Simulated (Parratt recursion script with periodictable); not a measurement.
# How the EUV peak of a Si/Mo multilayer on Si grows with the number of periods

| layer, from the top | thickness (Å) | density (g/cm³) | rms roughness of its top face (Å) | δ at 13.5 nm | β at 13.5 nm |
|---|---|---|---|---|---|
| Si (in each period) | 43.3 | 2.313 | 3 | 9.927 × 10⁻⁴ | 0.001813 |
| Mo (in each period) | 28.8 | 10.026 | 3 | 0.07476 | 0.006314 |
| Si (substrate) | – | 2.313 | 3 | 9.927 × 10⁻⁴ | 0.001813 |

The refractive index is n = 1 − δ + iβ; the runs take δ and β at each wavelength of the scan. Vacuum lies above.

Densities are inputs, not measurements. They were set from computed cells of the Materials Project: Si from entry mp-149 (Fd-3m, 2.313 g/cm³); Mo from entry mp-129 (Im-3m, 10.026 g/cm³). A layer's crystal structure does not enter its constants, only its composition and density.

Calculation: EUV and soft X-ray reflectivity, Parratt recursion, Névot-Croce roughness, Henke tables; Parratt recursion script with periodictable 1.7.1.

Light falls at α = 20° from the surface normal. It is p-polarised. The wavelength is scanned from 12.42 to 14.58 nm in 161 evenly spaced points, without smoothing. The peak is the highest scan point; its wavelength and height come from a parabola through R at that point and its two neighbours.

The runs differ in the number of periods N alone.

| N | peak λ (nm) | peak R (%) |
|---|---|---|
| 15 | 13.170 | ? |
| 20 | 13.169 | 46.4 |
| 60 | 13.186 | 65.1 |
| 120 | 13.187 | 65.3 |

Question: Estimate the peak reflectivity for N = 15, trying the form R = R∞ tanh²(aN).

Answer: Take R∞ from the largest stack, 65.3 % at N = 120. For the shown row under 97 % of it, y = artanh[(R/R∞)^½] is 1.231 at N = 20, so a = 0.0616. This form gives tanh²y = 1.000 at N = 120, in keeping with the choice of R∞. At N = 15, y = 0.924 and R = 65.3 × tanh²y = 34.6 %.

The run gave 35.3 %, so the form misses by 0.7 points.
